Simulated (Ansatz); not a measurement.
Given:

Ti3AlC:
```
CELL_PARAMETERS angstrom
      4.10534     0.00000     0.00000
      0.00000     4.10534     0.00000
      0.00000     0.00000     4.10534
ATOMIC_POSITIONS crystal
  Ti 0.50000 0.50000 0.00000
  Ti 0.00000 0.50000 0.50000
  Ti 0.50000 0.00000 0.50000
  Al 0.00000 0.00000 0.00000
  C  0.50000 0.50000 0.50000
```

This is the LDA-relaxed structure.

Task: All from plane-wave PAW LDA (Ansatz code), unless another level is named. Estimate the electronic character.

Result: metallic (no gap).

Task: And the formation energy from the elements (no fitted shifts)?

Result: -0.64 eV/atom.

Task: Give the density of states at the Fermi level.

Result: 0.54 states/eV per atom (mean over ±0.08 eV).

Space group Pm-3m (anti-perovskite). The first step of the workflow began from a Materials Project structure, measured or hypothetical; the Crystallography Open Database copy checked does not list it. Its standing as an ambient phase is unchecked. Symmetry was held in the LDA relaxation; of distortions, only those at the zone centre were tested. The run is not spin-polarised. The references are the lowest solids computed at this level, not always the standard phases.

Potentials: the later of the program's two PAW sets.
